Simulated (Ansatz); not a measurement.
# AlH6ClO4 — ¹⁷O NMR of the central transition

Cell: a computed structure from the Materials Project (it need not be an observed phase), atoms as given.

```cif
data_AlH6ClO4
_symmetry_space_group_name_H-M 'C2/c'
_symmetry_Int_Tables_number 15
_cell_length_a 8.7733
_cell_length_b 13.5063
_cell_length_c 5.2239
_cell_angle_alpha 90.000
_cell_angle_beta 124.138
_cell_angle_gamma 90.000
loop_
_atom_site_label
_atom_site_type_symbol
_atom_site_symmetry_multiplicity
_atom_site_Wyckoff_symbol
_atom_site_fract_x
_atom_site_fract_y
_atom_site_fract_z
Al Al 4 e 0.5000 0.5500 0.7500
H3 H 8 f 0.2498 0.9262 0.8336
H7 H 8 f 0.7358 0.1479 0.7287
H11 H 8 f 0.4051 0.7196 0.8712
Cl Cl 4 e 0.5000 0.8376 0.2500
O17 O 8 f 0.1397 0.9623 0.6788
O21 O 8 f 0.3470 0.6628 0.7294
```

One atom of each set is listed; the run and its k-mesh use a cell of 24 atoms with edges of 8.05, 8.05, 5.22 Å.

All values are calculated (Ansatz; DFT, PBE, plane waves and PAW, scalar-relativistic, 420 eV cutoff, Γ-centred 3×3×5 k-points, Fermi–Dirac smearing 0.02 eV), not measured.

¹⁷O has I = 5/2 and Q = -25.58 mb (Pyykkö 2018); at 14.1 T its Larmor frequency is ν₀ = 81.4 MHz. Only the quadrupole interaction is simulated: positions count from each site's isotropic chemical shift, and J coupling is left out, as are shift anisotropy and dipolar coupling, which fast spinning averages.

The O sites: O17 (4 atoms; 1 H at 0.97 Å, 2 Al at 1.86–1.89 Å); O21 (4 atoms; 2 H at 0.99 Å, 1 Al at 1.99 Å).

Fitted components of the simulated spectrum:

```
component  |C_Q| (MHz)     η
        A         7.55  0.68
        B         9.28  0.57
```

Task: Which site most likely gives which component?

Result: By the calculation, A is O17, B is O21. At O17 V_zz points along its shortest bond, to H (within 2°). Like point charges on the first shell alone (each adding as 1/d³) would put O17 above O21: the covalent part of each bond and the atoms beyond the first shell count as well.
